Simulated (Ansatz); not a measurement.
Ca$_{3}$SbN:
```xyz
5
Lattice="4.8031 0.0000 0.0000 0.0000 4.8031 0.0000 0.0000 0.0000 4.8031" Properties=species:S:1:pos:R:3 pbc="T T T"
Ca     0.0000     2.4016     2.4016
Ca     2.4016     0.0000     2.4016
Ca     2.4016     2.4016     0.0000
Sb     0.0000     0.0000     0.0000
N      2.4016     2.4016     2.4016
```

PBEsol (plane waves, PAW; program Ansatz) gives a gap of 0.33 eV without spin–orbit coupling, maximum at Γ, minimum at Γ.

Q: What happens when spin–orbit coupling is switched on?

A: The gap decreases by 0.11 eV, to 0.22 eV; maximum at Γ, minimum at Γ.

Q: How large is the spin–orbit splitting of the valence top at Γ?

A: The fourfold level lies 0.32 eV above the split-off pair.

Q: Give the electron effective mass with spin–orbit coupling, band 1 of 2 at the edge.

A: 0.86 along [100], 0.22 along [110], 0.15 along [111] (mₑ).

Q: Give the electron effective mass with spin–orbit coupling, band 2 of 2 at the edge.

A: 0.060 along [100], 0.075 along [110], 0.090 along [111] (mₑ).

Q: Give the hole effective mass with spin–orbit coupling, band 1 of 2 at the edge.

A: 0.29 along [100], 0.15 along [110], 0.100 along [111] (mₑ).

Q: Give the hole effective mass with spin–orbit coupling, band 2 of 2 at the edge.

A: 0.060 along [100], 0.075 along [110], 0.099 along [111] (mₑ).

Space group Pm-3m (anti-perovskite). The first step of the workflow began from a Materials Project structure, measured or hypothetical; the Crystallography Open Database copy checked does not list it. Whether it is the stable phase at ambient conditions was not checked. Symmetry was held in the PBEsol relaxation; whether a distortion lowers the energy is not shown.

Potentials: the later of the program's two PAW sets.
